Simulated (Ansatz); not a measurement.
In DFT-PBE in the program Ansatz with PAW potentials, ScAl3N4 in the hexagonal phase (P-6m2; Pearson symbol hP8) relaxes to a = 3.456 Å, c = 8.448 Å. Al on 1c has 5 nearest neighbours from 2.00 Å (trigonal bipyramidal); N on 1a has 5 nearest neighbours from 2.00 Å (trigonal bipyramidal). Against the elements it lies at -1.29 eV/atom, with no fitted shifts.

The Kohn–Sham gap is 2.68 eV (indirect). The valence maximum lies at Γ and the conduction minimum at H (2 equivalent valleys). The hole mass is 0.24, 0.93, 0.93 mₑ (principal values).

An equation-of-state fit gives a bulk modulus of 185 GPa.

The start of the workflow was typed in or built on a structure type; neither database checked (COD, Materials Project) lists it. Whether it is the stable phase at ambient conditions was not checked. Symmetry was held in the PBE relaxation; whether a distortion lowers the energy is not shown. No spin polarisation was allowed. The references are the lowest solids computed at this level, not always the standard phases (solids in place of the gases).

Potentials: the earlier of the program's two PAW sets.
